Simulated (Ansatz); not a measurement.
BaH₂: a fit and a missing row

BaH₂, P6_3/mmc, a = 4.438 Å, c = 6.000 Å. The structure is a Materials Project entry; whether it is the stable form wasn't checked. Ansatz: r2SCAN, PAW, 500 eV, Γ-centred 6×6×6 mesh on 6 atoms, Gaussian smearing 0.02 eV; no spin polarisation. Shape and atoms are relaxed at each volume; pressure is positive in compression.

| V (Å³/atom) | P (GPa) |
| --- | --- |
| 15.014 | 5.21 |
| 15.526 | 3.58 |
| 16.038 | 2.17 |
| 16.550 | 0.98 |
| 17.061 | -0.01 |
| 17.573 | -0.90 |
| 18.085 | -1.65 |
| 18.768 | ? |

Task: Take V0 = 17.061 Å³/atom, count pressures from its P0 = -0.01 GPa, fit the third-order Birch–Murnaghan form to the other rows, and predict the missing pressure.

Result: With the Eulerian strain f = ½[(V0/V)^(2/3) − 1] and y = (P − P0)/[3f(1 + 2f)^(5/2)], the form is the line y = B0 + 1.5 B0 (B0′ − 4) f. Rows (f, y): 0.04447, 31.6; 0.03244, 31.5; 0.02104, 31.2; 0.01024, 30.6; -0.00976, 31.9; -0.01906, 31.6. Means f = 0.01323, y = 31.400; Σ(Δf)² = 0.002986, ΣΔfΔy = -0.008954; the slope is their ratio. y = 31.44 − 2.999 f GPa, so B0 = 31.4 GPa and B0′ = 4 + 2 × (-2.999)/(3 × 31.44) = 3.94. At V = 18.768, f = -0.03080, y = 31.53 and P = -2.50 GPa. The run gave -2.43 GPa, so the fit is 0.07 GPa too low, 0.92 % of the span of the series, against an rms of 0.03 GPa on the fitted rows. The row lies outside the fitted range. A fourth-order term fitted to the same rows gives P = -2.57 GPa at this row's volume (the line -2.50, the run -2.43), no gain: a miss of a few hundredths of a GPa is within the numerical scatter of the pressures, which also shows in y.

Cost: 8 runs of about 8.1 core-minutes in all, on AMD EPYC (Zen 3) (shared hosts).